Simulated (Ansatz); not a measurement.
KTaO₃:
```xyz
5
Lattice="3.9853 0.0000 0.0000 0.0000 3.9853 0.0000 0.0000 0.0000 3.9853" Properties=species:S:1:pos:R:3 pbc="T T T"
K      0.0000     0.0000     0.0000
Ta     1.9927     1.9927     1.9927
O      0.0000     1.9927     1.9927
O      1.9927     1.9927     0.0000
O      1.9927     0.0000     1.9927
```

x, y and z are the axes in which the lattice vectors are written.

Task: Give the high-frequency dielectric tensor and the Born effective charge tensors of the independent atoms from DFPT, plane-wave PAW PBEsol (Ansatz code).

Result: 
ε∞:
```
5.46  0.00  0.00
0.00  5.46  0.00
0.00  0.00  5.46
```
Z* of atom 1 (K), rows: field, columns: displacement, in e:
```
1.15  0.00  0.00
0.00  1.15  0.00
0.00  0.00  1.15
```
Z* of atom 2 (Ta), rows: field, columns: displacement, in e:
```
8.73  0.00  0.00
0.00  8.73  0.00
0.00  0.00  8.73
```
Z* of atom 3 (O), rows: field, columns: displacement, in e:
```
-6.54   0.00   0.00
 0.00  -1.67   0.00
 0.00   0.00  -1.67
```

Space group Pm-3m (cubic perovskite). The cell was relaxed with PBEsol under the symmetry of its start. No spin polarisation was allowed. Scalar-relativistic: spin–orbit coupling is off unless named, which matters more the heavier the elements.

Potentials: the later of the program's two PAW sets.
